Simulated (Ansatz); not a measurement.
SiGe:
```xyz
4
Lattice="3.9009 0.0000 0.0000 -1.9504 3.3783 0.0000 0.0000 0.0000 6.4425" Properties=species:S:1:pos:R:3 pbc="T T T"
Si     1.9504     1.1261     5.6343
Si     0.0000     2.2522     2.4131
Ge     1.9504     1.1261     3.2241
Ge     0.0000     2.2522     0.0029
```

Relaxed with PBEsol.

Give the optical modes at the zone centre with their infrared activity from DFPT, PBEsol in the plane-wave PAW code Ansatz.

Transverse frequencies, without the LO–TO term; a row sums one degenerate level.

```tsv
ω (cm⁻¹)	degeneracy	IR ((D/Å)²/amu)	activity	symmetry
66	2	0.00	IR-inactive	E2
230	1	0.00	IR-inactive	B1
383	1	0.00	IR-inactive	B1
393	2	0.00	IR-inactive	E2
404	1	0.06	IR	A1
404	2	0.09	IR	E1
```

Space group P6_3mc (wurtzite). The first step of the workflow began from a Materials Project structure, measured or hypothetical; the Crystallography Open Database copy checked does not list it. Its standing as an ambient phase is unchecked. The cell was relaxed with PBEsol under the symmetry of its start; of distortions, only those at the zone centre were tested.

Potentials: the later of the program's two PAW sets.
